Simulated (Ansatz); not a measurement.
# ZnAg: computed DOS

```xyz
2
Lattice="3.1560 0.0000 0.0000 0.0000 3.1560 0.0000 0.0000 0.0000 3.1560" Properties=species:S:1:pos:R:3 pbc="T T T"
Zn    1.5780    1.5780    1.5780
Ag    0.0000    0.0000    0.0000
```

The geometry is COD entry 9008800, unchecked; take it as a test cell.

All numbers below come from DFT, LDA, all-electron LAPW, scalar-relativistic in Ansatz 0.2.0.

Settings: a Γ-centred 12×12×12 k mesh, Fermi–Dirac smearing of 0.03 eV, basis error target 0.25 meV/atom, no spin polarisation.

(1) Where is the centre of the filled Zn 3d states between -14 eV and the top of the filled states?

(2) Tabulate the density of states.

Results:

(1) -7.30 eV from the Fermi level.

(2) States per eV and cell, averaged over 0.4 eV, from -9.4 to 4.4 eV, with energies (bin centres) from the Fermi level; empty bins are left out. The partial columns, the largest 4 alone, are projections on Löwdin-orthogonalised atomic shells (those that the program's projection atoms carry: the occupied ones and, for some elements, an empty d or f shell; other empty shells have no column), summed over atoms of an element. Weights on diffuse s and p shells depend on that basis and aren't pure angular character.
```csv
E (eV),total,Zn 3d,Ag 4d,Zn 4s,Ag 5s
-9.3,0.05,0.00,0.00,0.02,0.03
-8.9,0.15,0.00,0.00,0.06,0.08
-8.5,0.23,0.01,0.00,0.10,0.11
-8.1,0.54,0.17,0.03,0.16,0.17
-7.7,12.62,10.81,1.09,0.38,0.32
-7.3,11.55,10.85,0.50,0.12,0.06
-6.9,1.41,1.01,0.10,0.16,0.13
-6.5,1.06,0.23,0.36,0.27,0.19
-6.1,2.50,0.54,1.42,0.41,0.10
-5.7,1.45,0.10,1.24,0.04,0.05
-5.3,6.76,0.53,5.82,0.10,0.22
-4.9,5.11,0.23,4.73,0.03,0.06
-4.5,6.47,0.30,5.94,0.10,0.09
-4.1,2.38,0.06,2.09,0.12,0.08
-3.7,0.55,0.02,0.31,0.12,0.08
-3.3,0.40,0.01,0.16,0.12,0.07
-2.9,0.34,0.01,0.11,0.11,0.07
-2.5,0.39,0.01,0.12,0.10,0.10
-2.1,0.58,0.01,0.16,0.10,0.21
-1.7,0.64,0.01,0.13,0.11,0.22
-1.3,0.65,0.01,0.10,0.11,0.20
-0.9,0.63,0.01,0.08,0.11,0.17
-0.5,0.57,0.01,0.06,0.11,0.15
-0.1,0.53,0.01,0.05,0.10,0.12
0.3,0.50,0.00,0.04,0.10,0.10
0.7,0.44,0.00,0.03,0.09,0.08
1.1,0.39,0.00,0.02,0.09,0.07
1.5,0.39,0.00,0.02,0.10,0.06
1.9,0.54,0.00,0.04,0.19,0.09
2.3,0.64,0.00,0.04,0.21,0.13
2.7,0.77,0.00,0.03,0.21,0.18
3.1,0.83,0.00,0.03,0.18,0.18
3.5,0.70,0.00,0.02,0.12,0.15
3.9,0.76,0.00,0.02,0.10,0.13
4.3,0.77,0.00,0.01,0.07,0.10
```
